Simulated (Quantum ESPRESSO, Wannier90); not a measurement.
**Be₂C (Fm-3m): Wannier90 run**

```yaml
crystal:
  lattice:
    - [0.00000, 2.16226, 2.16226]
    - [2.16226, 0.00000, 2.16226]
    - [2.16226, 2.16226, 0.00000]
  atoms:
    - { symbol: Be, position: [0.75000, 0.75000, 0.75000] }
    - { symbol: Be, position: [0.25000, 0.25000, 0.25000] }
    - { symbol: C, position: [0.00000, 0.00000, 0.00000] }
```

Cell from Materials Project (mp-1569), symmetrised, no further relaxation. COD (Crystallography Open Database) has an entry of this formula and space group (matched by these alone). Level: PBEsol, no spin polarisation, no spin-orbit coupling; pw.x of Quantum ESPRESSO at 71 Ry with PseudoDojo potentials, 10×10×10 k-points, Wannier90. Density: 12×12×12 mesh, cold smearing 0.01 Ry.

Functional, cutoff and mesh named above are those of the base row (PBEsol); the first column says what each row takes instead. Model: 4 functions from bands 3-6, start SCDM (isolated) (the valence bands). Energies are relative to the valence-band maximum; the misfit is to pw.x on a path, for all bands of the set. The functional changes, each with its own PseudoDojo files and their cutoffs, on the same cell. Ω_total can sit in another minimum from row to row; Ω_I of an isolated set cannot.

| functional | Ω_I (Å²) | Ω_total (Å²) | rms misfit (meV) | gap (eV) | bottom of band 3 (eV) |
|---|---|---|---|---|---|
| LDA | 4.23 | 5.43 | 2.3 | 1.19 | -14.89 |
| PBE | 4.23 | 5.41 | 2.3 | 1.18 | -15.05 |
| PBEsol | 4.26 | 5.45 | 2.4 | 1.08 | -15.05 |
